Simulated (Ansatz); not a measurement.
Level: r2SCAN, no spin polarisation; 500 eV; 7×7×7 Γ-centred mesh; cold occupations (width 0.0628 eV); Ansatz 0.2.0, fixed geometry.

Computed maps in the lattice plane spanned by b (left to right, 4.27 Å, 13 points from zero) and c (bottom to top, 5.46 Å, 17 points from zero), 113° apart, at height 0.750 along a. The fields are smooth PAW ones with compensation charges, not the true ones near nuclei.

Valence density. Digits on a logarithmic scale: 0 up to 0.03 e/Å³, each further digit a factor of 1.6, 9 from 1.3 e/Å³ up:
```
5543344433455
4434688753344
3347999963333
2369999953222
2479999842222
2489999621111
2479996311111
2356653211111
2344432211112
3444433221123
4555543222233
5666543322345
7777643322346
7677643223456
6576543223467
7765432233466
6654332233456
```

ELF. Ten even steps from '0' (0.00) to '9' (0.89):
```
6652001101466
4310388610244
2105999830122
0039989930111
0079889810011
0189999500010
0179985000110
0024410001110
1100011211112
7666676421136
9999997521368
9999997411589
9779997313799
4028986225899
0038874236896
2378752126886
6776410014677
```

**Question.** The cell is CaB. Which atoms lie within 0.2 Å of this plane, and where (fractions of b and c)?

**Answer.** B at (0.07, 0.14), Ca at (0.36, 0.72). The whole cell:
```
CELL_PARAMETERS angstrom
-3.64106 0.00000 0.00000
0.00000 -4.27428 0.00000
0.00000 2.13714 5.02624
ATOMIC_POSITIONS crystal
B 0.75000 0.07000 0.14000
B 0.25000 0.93000 0.86000
Ca 0.75000 0.36000 0.72000
Ca 0.25000 0.64000 0.28000
```

Origin: a known structure type with other elements, at an estimated volume, so it need not be a known compound. Caveats: many states at the Fermi level without spin polarisation, so a magnetic state may lie lower; atoms or cell far from equilibrium.
